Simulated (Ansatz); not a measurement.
**Ir: an elastic constant from a strain scan**

The calculation used DFT PBEsol, scalar-relativistic, plane waves, PAW (Ansatz 0.2.0). The runs took a 420 eV cutoff, a Γ-centred 24×24×14 mesh and Gaussian smearing (0.15 eV). Spin–orbit coupling is left out, which can shift energies with elements as heavy as these. No spin polarisation. Energies are free energies at this smearing, counted from the undisturbed cell; pressure is positive in compression.

Reference structure (relaxed at this level; with this scan's settings it stands at 0.1 GPa; this form isn't the usual structure):

```yaml
crystal:
  lattice:
    - [2.71906, 0.00000, 0.00000]
    - [-1.35953, 2.35477, 0.00000]
    - [0.00000, 0.00000, 4.40793]
  atoms:
    - { symbol: Ir, position: [0.66667, 0.33333, 0.75000] }
    - { symbol: Ir, position: [0.33333, 0.66667, 0.25000] }
```

The cell is strained by ε times the Voigt pattern (0, 0, 0, 1, 0, 0) (xx, yy, zz, yz, xz, xy; engineering shear) with fractional coordinates fixed. The cell holds 2 atoms in V0 = 28.22 Å³. The stress column is τ = (1/V0) dE/dε, got from the stress tensor σ (compression positive) at each point as −det(1 + εP) σ : P(1 + εP)⁻¹, with P the pattern as a tensor.

```csv
ε,ΔE (meV/atom),τ (GPa)
-0.0875,35.783,-9.272
-0.0750,26.319,-7.928
-0.0500,11.743,-5.315
-0.0250,2.942,-2.671
0.0000,0.000,0.000
0.0250,2.942,2.671
0.0500,11.743,5.315
0.0750,26.319,7.928
0.0875,35.783,9.272
0.1000,?,?
```

Which combination of elastic constants does this scan measure, and how large is it?

For small ε, τ = τ0 + Kε with K = pᵀCp, which for this pattern is C44 in the Cartesian frame shown. The parabola through τ at ε = -0.0250, 0 and 0.0250 has slope K = 107 GPa at zero. The energies per cell, E = NΔE, of the same two points give K = 2[E(ε₊)/ε₊ − E(ε₋)/ε₋]/[(ε₊ − ε₋)V0] = 107 GPa, in agreement. These are clamped-ion values.

Predict the withheld row at ε = 0.1000 from the harmonic law, and compare.

ΔE = V0(τ0 ε + Kε²/2)/N = 47.056 meV/atom and τ = 10.69 GPa. The calculation gives 46.761 meV/atom and 10.68 GPa, a miss of 0.6 % of the harmonic energy, so the harmonic law still holds here.

Forces appear on the atoms along this scan, and letting them relax would lower the energy and soften the response. In a metal these slopes depend on the k mesh and the smearing.

Cost: 6 runs of about 3.5 core-minutes in all, on Intel Xeon Platinum 8488C (Sapphire Rapids) (shared hosts).